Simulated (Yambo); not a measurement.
SnO2 (rutile, space group P4_2/mnm, No. 136), G0W0@PBE in Yambo with this input:

```
rim_cut
gw0
dyson
el_el_corr
HF_and_locXC
ppa
em1d
RandQpts= 1000000
RandGvec= 1 Ry
EXXRLvcs= 102 Ry
VXCRLvcs= 408 Ry
Chimod= "HARTREE"
% BndsRnXp
 9 | 220 |
%
NGsBlkXp= 12 Ry
% LongDrXp
 1.0 | 1.0 | 1.0 |
%
PPAPntXp= 27.2114 eV
% GbndRnge
 1 | 220 |
%
GTermKind= "BG"
DysSolver= "n"
ExtendOut
```

On a 2×2×4 mesh, with wavefunctions cut at 102 Ry, the gap (Γ → Γ) is 2.403 eV and the valence edge shifts by -0.712 eV.

Task: What happens with this change: no terminator?

Result: The gap falls by 0.070 eV, to 2.333 eV; the shift of the valence edge becomes -0.517 eV. Neither run is shown to be the converged limit.

Spin-orbit coupling is not included.

Geometry relaxed with PBEsol; primitive cell a = 4.7665 Å, b = 4.7665 Å, c = 3.2118 Å, α = 90.00°, β = 90.00°, γ = 90.00°.

A shift is the quasiparticle energy of the state minus its PBE energy.

The potentials are those of PseudoDojo's stringent table.
